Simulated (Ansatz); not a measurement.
A: CsPbBr3 (cubic perovskite), a = b = c = 6.0028 Å, α = β = γ = 90.00°
B: BAs (zinc blende), a = b = c = 4.8094 Å, α = β = γ = 90.00°
C: BaTiO3 (cubic perovskite), a = 4.019 Å, b = 4.019 Å, c = 4.019 Å, α = 90.00°, β = 90.00°, γ = 90.00°

Scan: energy against volume (even scaling of the relaxed cell, symmetry kept). One method and one kind of scan serve all of them; meshes and ranges differ. All were relaxed with their symmetry unable to fall. BaTiO3 is run without spin polarisation. Spin-orbit coupling is left out. The PAW data are Ansatz's earlier set. This is a high-temperature form of BaTiO3. This is a high-temperature form of CsPbBr3.

**Question.** Order them by bulk modulus (fitted) (lowest first) at the level PBE (plane waves to 420 eV, PAW, scalar-relativistic; Ansatz, a program for electronic structure).

**Answer.** A (18.5 GPa), B (131 GPa), C (163 GPa)

(Under strain, the slope of the energy per volume gives the stress and its curvature an elastic modulus.)
